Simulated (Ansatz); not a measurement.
MnS:
```
CELL_PARAMETERS angstrom
      3.94679     0.00000     0.00000
      0.00000     3.94679     0.00000
      0.00000     0.00000     5.46758
ATOMIC_POSITIONS crystal
  Mn 0.00000 0.00000 0.00000
  S  0.00000 0.50000 0.25000
  Mn 0.50000 0.50000 0.50000
  S  0.50000 0.00000 0.75000
```
Starting moments (μB, in the order of the atoms Mn S Mn S): 4.5 0.0 -4.5 0.0.

Relaxed with r²SCAN.

Q: Map the electron localisation function on the plane through (0.000, 0.000, 0.000) spanned by u = [1, 0, 0] and v = [0, 0, 1] in lattice vectors, from r²SCAN (plane waves, PAW; program Ansatz).

A: x is the fraction of u, y of v (the angle between them is 90°; rows are the nearest grid lines); atoms in the plane: Mn at (0.00, 0.00), S at (0.50, 0.75).
```
|@@%*-..-+***+-..-*%@@|
|@@#+:.-*#%%%#*-.:+#@@|
|%#*=.:+%@@@@@%+:.=*#%|
|-:..-#@@@%#%@@@#-..:-|
|...:*%@@%=:=%@@%*:...|
|..:=#@@%+   +%@@#=:..|
| .:+%@@%=   =%@@%+:. |
| .:+#%@%+. .+%@%#+:. |
|  :=#%%%#*+*#%%%#=:  |
|   :=*#%@@@@@%#*=:   |
|   .:+*#%%%%%#*+:.   |
|    .:=*#####*=:.    |
|     .:-=+++=-:.     |
|       .::-::.       |
|         ...         |
|                     |
|                     |
|                     |
|.....           .....|
|.......       .......|
|-::....       ....::-|
|%#*=:....:::....:=*#%|
|@@#+-..:-===-:..-+#@@|
|@@%*-..-+***+-..-*%@@|
```
Scale: ten equal steps from 0.001 (start of ' ') to 0.905 (end of '@'), in the order ' .:-=+*#%@'; x runs from 0.000 to 1.00, y from 0.000 (bottom) to 1.00 (top).

The density is the valence pseudo-density with augmentation charge, so density and ELF within about 1 Å of a nucleus are not all-electron values.

Space group I-4m2. The workflow started from an entry of the Crystallography Open Database (COD); the relaxed space group is not among those it files for this formula. COD files the formula under space group No. 186, 216, 225, so this cell is another polymorph or a model. Its standing as an ambient phase is unchecked. The r²SCAN relaxation kept the symmetry of its start, as lowered by the spin order; whether a distortion lowers the energy is not shown. Spin order of the final state: antiferromagnetic, chosen from 3 collinear starts compared on coarse meshes (ties went to the first, and starts can fall back to one state), not a proven ground state. Other orbital occupations within this spin state were not tried. No Hubbard U is applied.

Potentials: the later of the program's two PAW sets.
